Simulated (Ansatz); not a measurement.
HfN (rock salt), relaxed with r²SCAN (Ansatz, a quantum-chemistry and plane-wave program, plane waves, PAW): a = b = c = 4.5258 Å, α = β = γ = 90.00°.

| Item | Value |
|---|---|
| ΔH_f (eV/atom) | -1.87 |

Problem. The same phase is relaxed and computed with PBE in the same code. What are the cell and these values now?

Solution. a = 4.548 Å, b = 4.548 Å, c = 4.548 Å, α = 90.00°, β = 90.00°, γ = 90.00°.

* **ΔH_f (eV/atom)**: -1.65

All cells were relaxed under the symmetry of their starts (and spin orders); stability against distortions was not tested throughout. Rows with no word on spin ran without spin polarisation. Spin–orbit coupling is left out wherever it is not named.

Potentials: the earlier of the program's two PAW sets.

Ansatz is a plane-wave DFT program.

Formation energies count from the lowest solids of the elements computed at the same level, not from gases.
